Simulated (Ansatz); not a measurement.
Input, command and steps of an Ansatz relaxation.

```yaml
crystal:
  lattice:
    - [3.1297820123, -5.5185676291, 0.0]
    - [3.1297820123, 5.5185676291, 0.0]
    - [0.0, 0.0, 6.2067460546]
  atoms:
    - { symbol: Sn, position: [0.9618099242, 0.7065971179, 0.8315566957] }
    - { symbol: Sn, position: [0.0381900758, 0.2934028821, 0.8315566957] }
    - { symbol: Sn, position: [0.7065971179, 0.9618099242, 0.1684433043] }
    - { symbol: Sn, position: [0.2934028821, 0.0381900758, 0.1684433043] }
    - { symbol: Sn, position: [0.5381900758, 0.7934028821, 0.6684433043] }
    - { symbol: Sn, position: [0.4618099242, 0.2065971179, 0.6684433043] }
    - { symbol: Sn, position: [0.7934028821, 0.5381900758, 0.3315566957] }
    - { symbol: Sn, position: [0.2065971179, 0.4618099242, 0.3315566957] }
    - { symbol: Pd, position: [0.5, 0.5, 0.0] }
    - { symbol: Pd, position: [0.0, 0.0, 0.5] }
basis:
  ecutwfc: 420
kpoints:
  mp_grid: { grid: [6, 6, 6] }
hamiltonian:
  xc: pbesol
scf:
  occupations: { method: gaussian, width: 0.1 }
output:
  forces: true
  stress: true
  eigenvalues: true
relax:
  adjacent_minimum: "off"
  f_tol: 0.01
  max_steps: 30
  cell: { stress_tol: 0.1, fix: [volume] }
```

```bash
ansatz run input.yaml --threads 2 --pin off --max-ram 5120MiB --backend cpu --events-out ev --progress --plain --runs-dir out
```

Computed with DFT PBEsol, scalar-relativistic, plane waves, PAW (Ansatz 0.2.0).

The volume is held at 0.91 times that of the relaxed cell.

Of 4 frames 3 are shown, positions in Å and forces in eV/Å; the SCF threshold varies from step to step. Steps run on the plane waves of an earlier cell, with a Pulay correction in the pressure. The basis is chosen afresh for the last frame, the zero of the energies, and at times for earlier ones too; energy and pressure step there, also at an unchanged geometry. The mark taken_back stands on steps that the optimiser undid.

```xyz
10
Lattice="3.1298 -5.5186 0.0000 3.1298 5.5186 0.0000 0.0000 0.0000 6.2067" Properties=species:S:1:pos:R:3:forces:R:3 pbc="T T T" step=1 free_energy_over_end_meV_per_atom=0.62 pressure_GPa=8.55
Sn    5.2218   -1.4084    5.1613    0.0437   -0.1160    0.0307
Sn    1.0378    1.4084    5.1613   -0.0437    0.1160    0.0307
Sn    5.2218    1.4084    1.0455    0.0437    0.1160   -0.0307
Sn    1.0378   -1.4084    1.0455   -0.0437   -0.1160   -0.0307
Sn    4.1676    1.4084    4.1489   -0.0437    0.1160   -0.0307
Sn    2.0920   -1.4084    4.1489    0.0437   -0.1160   -0.0307
Sn    4.1676   -1.4084    2.0579   -0.0437   -0.1160    0.0307
Sn    2.0920    1.4084    2.0579    0.0437    0.1160    0.0307
Pd    3.1298    0.0000    0.0000    0.0000    0.0000    0.0000
Pd    0.0000    0.0000    3.1034    0.0000    0.0000    0.0000
10
Lattice="3.1345 -5.5097 0.0000 3.1345 5.5097 0.0000 0.0000 0.0000 6.2074" Properties=species:S:1:pos:R:3:forces:R:3 pbc="T T T" step=2 free_energy_over_end_meV_per_atom=2.17 pressure_GPa=7.83 taken_back
Sn    5.2438   -1.4349    5.1685   -0.0185    0.2525   -0.0683
Sn    1.0252    1.4349    5.1685    0.0185   -0.2525   -0.0683
Sn    5.2438    1.4349    1.0389   -0.0185   -0.2525    0.0683
Sn    1.0252   -1.4349    1.0389    0.0185    0.2525    0.0683
Sn    4.1597    1.4349    4.1426    0.0185   -0.2525    0.0683
Sn    2.1093   -1.4349    4.1426   -0.0185    0.2525    0.0683
Sn    4.1597   -1.4349    2.0648    0.0185    0.2525   -0.0683
Sn    2.1093    1.4349    2.0648   -0.0185   -0.2525   -0.0683
Pd    3.1345    0.0000    0.0000    0.0000    0.0000    0.0000
Pd    0.0000    0.0000    3.1037    0.0000    0.0000    0.0000
10
Lattice="3.1336 -5.5100 0.0000 3.1336 5.5100 0.0000 0.0000 0.0000 6.2087" Properties=species:S:1:pos:R:3:forces:R:3 pbc="T T T" step=4 free_energy_over_end_meV_per_atom=0.00 pressure_GPa=8.26
Sn    5.2359   -1.4153    5.1656    0.0063    0.0037   -0.0042
Sn    1.0314    1.4153    5.1656   -0.0063   -0.0037   -0.0042
Sn    5.2359    1.4153    1.0432    0.0063   -0.0037    0.0042
Sn    1.0314   -1.4153    1.0432   -0.0063    0.0037    0.0042
Sn    4.1650    1.4153    4.1475   -0.0063   -0.0037    0.0042
Sn    2.1022   -1.4153    4.1475    0.0063    0.0037    0.0042
Sn    4.1650   -1.4153    2.0612   -0.0063    0.0037   -0.0042
Sn    2.1022    1.4153    2.0612    0.0063   -0.0037   -0.0042
Pd    3.1336    0.0000    0.0000    0.0000    0.0000    0.0000
Pd    0.0000    0.0000    3.1044    0.0000    0.0000    0.0000
```

The run took 2 min on 2 threads of Arm Neoverse V2, with other jobs on the host, peak memory 1 GiB.